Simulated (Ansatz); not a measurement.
GaSb (zinc blende)

```
CELL_PARAMETERS angstrom
      0.00000     3.05569     3.05569
      3.05569     0.00000     3.05569
      3.05569     3.05569     0.00000
ATOMIC_POSITIONS crystal
  Sb 0.25000 0.25000 0.25000
  Ga 0.00000 0.00000 0.00000
```

This relaxed cell (volume V₀) is scaled evenly in all directions, its shape held. Symmetry pins the atoms to their sites.

These are PBEsol (plane waves to 420 eV, PAW, scalar-relativistic; Ansatz, a program for electronic structure) values and carry that method's errors. k mesh 14×14×14 (Γ-centred), Fermi-Dirac smearing 0.05 eV. E stands for the smeared free energy. Compression counts positive. At this level the bands of GaSb touch or barely overlap; measurements give the solid a gap. GaSb was relaxed with its symmetry unable to fall. Spin-orbit coupling is left out, though Sb is heavy. ΔE is measured from the relaxed starting cell. The last digit holds for this mesh only.

```tsv
V (Å³/atom)	ΔE (meV/atom)
26.820	18.6
27.248	withheld
27.676	4.4
28.104	1.1
28.532	0.0
28.960	1.0
29.388	3.9
29.816	8.6
30.244	14.8
```

Q: Fit a third-order Birch-Murnaghan form (E₀, V₀, B₀, B₀′ free) to the given rows and predict ΔE at V = 27.248.

A: Least squares on the 8 given rows: ΔE = E₀ + (9V₀B₀/16)·y²·[2 + (B₀′ − 4)y], y = (V₀/V)^(2/3) − 1, with V₀ = 28.533 Å³/atom, B₀ = 51.57 GPa (160.2 GPa = 1 eV/Å³; the term in eV is multiplied by 1000), B₀′ = 4.61, E₀ = 0.01 meV/atom; root-mean-square residual 0.02 meV/atom. At 27.248 the fit gives 10.2 meV/atom; the calculation gives 10.1 meV/atom, so the interpolation is off by 0.1 (+1.0 %). For the pressure the fit gives 2.6 GPa against the computed 2.6 GPa.

(A scan under strain: stresses follow from slopes of the energy per volume, elastic moduli from its curvatures.)
